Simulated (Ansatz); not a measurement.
A geometry of ScOF away from equilibrium: step 21 of the relaxation of a relaxed ScOF cell, doubled along one cell vector, shaken by Gaussian noise of σ = 0.08 Å a coordinate. These are PBEsol (plane waves to 420 eV, PAW, scalar-relativistic; Ansatz, a first-principles code) values and carry that method's errors. Γ-centred k-mesh 7×4×5 on the run's cell (coarser than for final values), Fermi–Dirac smearing 0.05 eV.

```yaml
crystal:
  lattice:
    - [3.39265, 0.04207, 0.01944]
    - [-3.31977, 5.31893, -0.05155]
    - [0.02903, -0.02769, 6.53434]
  atoms:
    - { symbol: Sc, position: [0.02253, 0.00719, 0.35629] }
    - { symbol: Sc, position: [0.00150, 0.50222, 0.64613] }
    - { symbol: Sc, position: [0.95908, 0.98071, 0.89864] }
    - { symbol: Sc, position: [0.06486, 0.52870, 0.10378] }
    - { symbol: O, position: [0.34580, 0.36408, 0.84097] }
    - { symbol: O, position: [0.26749, 0.77032, 0.86446] }
    - { symbol: O, position: [0.67804, 0.14534, 0.16149] }
    - { symbol: O, position: [0.75644, 0.73909, 0.13797] }
    - { symbol: F, position: [0.39518, 0.38871, 0.42490] }
    - { symbol: F, position: [0.23393, 0.72449, 0.38697] }
    - { symbol: F, position: [0.62871, 0.12071, 0.57757] }
    - { symbol: F, position: [0.79002, 0.78493, 0.61546] }
```

### Question
Which atoms carry the largest force, and which way does it point?

### Answer
0.04 eV/Å, on O5, O7 (atoms numbered as listed); on O7 its components are (0.00, 0.01, -0.04).

### Question
What is the pressure?

### Answer
+6.0 GPa, compression positive.

### Question
How much energy per atom can still be gained by relaxing?

### Answer
0.16 eV/atom; the path ends in P2₁/m (No. 11).

No spin polarisation in the result.

The end of the path is a generated cell of ScOF: the first start was made by placing the elements on the sites of a structure type, and the end was not matched to a known phase here, so it may be hypothetical.
